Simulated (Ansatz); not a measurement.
# Surface calculation: bcc Rb (110), 6 layers

The slab is cut from the bcc crystal, the stable phase, as relaxed on PAW files (87.10 Å³/atom), with 20 Å of vacuum and a dipole correction:

```xyz
6
Lattice="4.8367 0.0000 0.0000 -1.6122 4.5601 0.0000 0.0000 0.0000 39.7459" Properties=species:S:1:pos:R:3 pbc="T T T"
Rb    0.8061    1.1400   10.0000
Rb    2.4184    3.4201   13.9492
Rb    0.8061    1.1400   17.8984
Rb    2.4184    3.4201   21.8475
Rb    0.8061    1.1400   25.7967
Rb    2.4184    3.4201   29.7459
```

Level of theory: DFT with PBEsol, scalar-relativistic, in Ansatz 0.2.0; a Γ-centred 7×7×1 k mesh, Fermi–Dirac smearing of 0.05 eV, no spin polarisation. LAPW: all electrons, basis error target 1 meV/atom; PAW: frozen-core files, cutoff 420 eV.

The bulk energy comes from a cell in the slab's orientation on a 7×7×4 mesh. The surface energy is (E(slab) − N·E(bulk))/2A at zero smearing, the mean of both faces; thin slabs carry quantum-size effects.

The PAW files were made under PBE. The cell is 1×1, so reconstructions are forbidden.

Q: As cut, the LAPW slab lies 0.255 eV above 6 atoms of bulk. What surface energy is that?

A: Over two faces of 22.06 Å² it is 5.8 meV/Å², and times 16.02 J/m² per eV/Å² that gives γ = 0.092 J/m².

Q: What do relaxation and the other method give, and what work function comes out?

A: 

```csv
method,γ as cut (J/m²),γ relaxed (J/m²),Φ as cut (eV),Φ relaxed (eV)
LAPW,0.092,0.092,2.27,2.26
PAW,0.092,0.091,2.27,2.26
```

Q: How do the spacings between the planes relax?

A: From the bottom face up: d12 -2.0 % of 3.949 Å, d23 -0.7 % of 3.949 Å, d34 -1.6 % of 3.949 Å, d45 -0.7 % of 3.949 Å, d56 -2.0 % of 3.949 Å.

Q: What changes if the vacuum is set to 9 Å?

A: LAPW then gives: no gap, work function 1.88 (top) and 2.06 (bottom) eV; PAW: no gap, work function 2.00 (top) and 2.07 (bottom) eV. The program warns that the vacuum is too thin.

Q: A 3d core hole is made on one atom of each kind in every 1×1 cell (PAW hole dataset, neutral cell, valence without spin). What does it cost by layer?

A: layer 1 110.78 eV, layer 2 110.58 eV, layer 3 110.59 eV. Shifts between layers mean more than the absolute values, and a whole layer of holes screens otherwise than one hole.
